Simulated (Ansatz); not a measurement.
LiC$_{6}$:
```yaml
crystal:
  lattice:
    - [1.24793, -6.45636, 0.00000]
    - [1.24793, 6.45636, 0.00000]
    - [0.00000, 0.00000, 3.58213]
  atoms:
    - { symbol: C, position: [0.94315, 0.05685, 0.00000] }
    - { symbol: C, position: [0.38719, 0.61281, 0.00000] }
    - { symbol: C, position: [0.61281, 0.38719, 0.00000] }
    - { symbol: C, position: [0.05685, 0.94315, 0.00000] }
    - { symbol: C, position: [0.27711, 0.72289, 0.00000] }
    - { symbol: C, position: [0.72289, 0.27711, 0.00000] }
    - { symbol: Li, position: [0.50000, 0.50000, 0.50000] }
```

Relaxed with r²SCAN. Special points in fractions of this cell's reciprocal vectors: Γ (0.000, 0.000, 0.000); Y (-0.500, 0.500, 0.000); C0 (-0.259, 0.741, 0.000); Σ0 (0.259, 0.259, 0.000); Z (0.000, 0.000, 0.500); A0 (0.259, 0.259, 0.500); E0 (-0.259, 0.741, 0.500); T (-0.500, 0.500, 0.500); S (0.000, 0.500, 0.000); R (0.000, 0.500, 0.500).

### Question
List the band energies nearest the Fermi level at these points for r²SCAN in the plane-wave PAW code Ansatz.

### Answer
In eV from the Fermi level; about four levels below and three above (degenerate sets whole), none deeper than 8.9 eV; points with the same levels are listed once.

| k | below | above |
|---|---|---|
| Γ | -6.05 -5.69 -4.61 -4.53 | 1.92 3.44 3.65 |
| Y | -6.87 -5.96 -5.67 -3.59 | 0.59 2.44 2.46 |
| C0 | -8.40 -4.63 -3.63 -3.59 | 0.70 1.22 1.57 |
| Z | -7.35 -6.85 -4.59 -4.51 | 2.66 2.93 5.68 |
| A0 | -6.57 -4.88 -4.67 -0.76 | 0.26 0.36 6.30 |
| T | -5.93 -5.63 -4.98 -0.67 | 5.52 6.69 7.26 |
| S | -8.06 -4.57 -3.78 -3.40 | 0.46 1.16 1.76 |
| R | -6.55 -4.81 -4.67 -0.98 | 0.35 0.40 5.72 |

Space group Cmmm. The start of the workflow was typed in or built on a structure type; neither database checked (COD, Materials Project) lists it. Its standing as an ambient phase is unchecked. The r²SCAN relaxation kept the symmetry of its start; its stability against distortions is not shown here.

Potentials: the later of the program's two PAW sets.
